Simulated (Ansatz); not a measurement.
# AlN: the gap against volume

AlN, F-43m, a = 4.370 Å. This isn't the usual stable structure of the compound. Ansatz: r2SCAN, PAW, 500 eV, Γ-centred 10×10×10 mesh on 2 atoms, Gaussian smearing 0.02 eV; no spin polarisation. Symmetry fixes shape and atoms, so the cell is only scaled; x = ln(V/V0) with V0 = 10.430 Å³/atom. The gap is read at the mesh points alone.

```tsv
x	gap y (eV)
-0.1278	4.034
-0.0943	4.012
-0.0619	3.990
-0.0305	3.966
0.0000	3.941
0.0296	3.916
0.0583	3.890
0.0953	?
```

Problem. Fit a straight line to the other rows, give the volume deformation potential of the gap and its pressure coefficient, and predict the missing gap. B0 = 210.2 GPa.

Solution. Means x = -0.03237, y = 3.9641; Σ(Δx)² = 0.02693, ΣΔxΔy = -0.02085; the slope is their ratio. y = 3.9391 − 0.77415 x. The slope is the deformation potential a = dE_g/d ln V = -0.77 eV, and dE_g/dP = −a/B0 = 3.68 meV/GPa. With a term in x² added, the coefficient of x becomes -0.8322, 7 % more, which shows how far this figure hangs on the form. At x = 0.0953 the fit asked for gives 3.865 eV. The run gave 3.856 eV, so the fit is 0.009 eV too high, 5.1 % of the span of the series, against an rms of 0.003 eV on the fitted rows. The row lies outside the fitted range. With a term in x² added, a fit to the same known rows predicts 3.854 eV, so most of the miss is curvature that the known rows already hold.

Semilocal functionals give gaps under the measured ones; changes of the gap mostly carry over better.